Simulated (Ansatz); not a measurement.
Na$_{2}$PdSe$_{2}$:
```
Na2PdSe2
1.0
    1.85562    -5.35203     0.00000
    1.85562     5.35203     0.00000
    0.00000     0.00000    11.32142
Na Pd Se
4 2 4
Direct
  0.43645   0.56355   0.37271
  0.56355   0.43645   0.87271
  0.82429   0.17571   0.09323
  0.17571   0.82429   0.59323
  0.13520   0.86480   0.25156
  0.86480   0.13520   0.75156
  0.72228   0.27772   0.37260
  0.27772   0.72228   0.87260
  0.54680   0.45320   0.13190
  0.45320   0.54680   0.63190
```

Relaxed with r²SCAN.

**Question.** Give the Bader charges and basin volumes of the independent atoms, DFT-r²SCAN in the program Ansatz with PAW potentials.

**Answer.** 

```json
[
 {"atom": "Na1", "Bader charge (e)": "+0.84", "Bader volume (Å³)": "9.7"},
 {"atom": "Na3", "Bader charge (e)": "+0.86", "Bader volume (Å³)": "10.1"},
 {"atom": "Pd5", "Bader charge (e)": "+0.01", "Bader volume (Å³)": "23.3"},
 {"atom": "Se7", "Bader charge (e)": "-0.86", "Bader volume (Å³)": "34.8"},
 {"atom": "Se9", "Bader charge (e)": "-0.85", "Bader volume (Å³)": "34.6"}
]
```

Space group Cmc2_1. The workflow started from a Materials Project entry (that database holds measured and hypothetical structures alike); the Crystallography Open Database copy checked does not list it. Its standing as an ambient phase is unchecked. The r²SCAN relaxation kept the symmetry of its start; whether a distortion lowers the energy is not shown. The run is not spin-polarised.

Potentials: the later of the program's two PAW sets.
